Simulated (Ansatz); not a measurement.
## CrO2: which magnetic order is lowest?

```xyz
6
Lattice="4.4210 0.0000 0.0000 0.0000 4.4210 0.0000 0.0000 0.0000 2.9170" Properties=species:S:1:pos:R:3 pbc="T T T"
Cr    0.0000    0.0000    0.0000
Cr    2.2105    2.2105    1.4585
O     1.3307    1.3307    0.0000
O     0.8798    3.5412    1.4585
O     3.0903    3.0903    0.0000
O     3.5412    0.8798    1.4585
```

Computed with plane-wave PAW DFT (Ansatz 0.2.0): PBE with U_eff = 3.5 eV on Cr d (all-electron-ortho-atomic projectors), 420 eV cutoff, 6×6×9 Γ-centred mesh, fermi-dirac occupations of width 0.050 eV. The atoms are fixed and numbered as listed; spin is collinear, without spin-orbit coupling.

Different starts of the self-consistent cycle ended in different solutions. Their moments in μB:

| state | Cr1 | Cr2 | other atoms together | size of the net moment a cell |
| --- | --- | --- | --- | --- |
| A | 0.00 | 0.00 | 0.00 | 0.00 |
| B | 1.98 | 1.98 | -0.88 | 4.00 |
| C | 1.81 | -1.62 | -0.15 | 0.10 |

Site moments are taken in small spheres that don't touch (radius about 0.4 of the atom's shortest bond), so those of the magnetic atoms read low, and they needn't add up to the net moment. State A was run without spin polarisation.

Task: Which state has the lowest energy at zero smearing, and how far up are the others?

Result: State B (parallel moments) is lowest; C (antiparallel, not compensated) lies 91 meV above it, A (without moments) lies 616 meV above it, all counted an atom of the cell.

Task: How much does the cell gain by forming moments?

Result: 616 meV an atom of the cell, or 1849 meV for each Cr atom, against state A, which has none. That state isn't the paramagnet, which keeps its moments, so this is no ordering energy, and a U raises it further by its penalty on part-filled orbitals.

The cell is that of a Crystallography Open Database entry, unchanged.

Caveats: only orders that fit this cell and collinear spins were tried, so the true order may need a larger cell or canted moments; atoms and cell are not relaxed, and each state would relax in its own way; the U is a value in common use, not computed for this crystal; the k mesh is coarse, so differences of a few meV are uncertain where a state is a metal; at this level the entry's cell stands at +9 GPa (positive in compression); one start a pattern, so a lower state of the same pattern may exist; the nearest magnetic pairs stand parallel in every state found, so their coupling isn't measured.
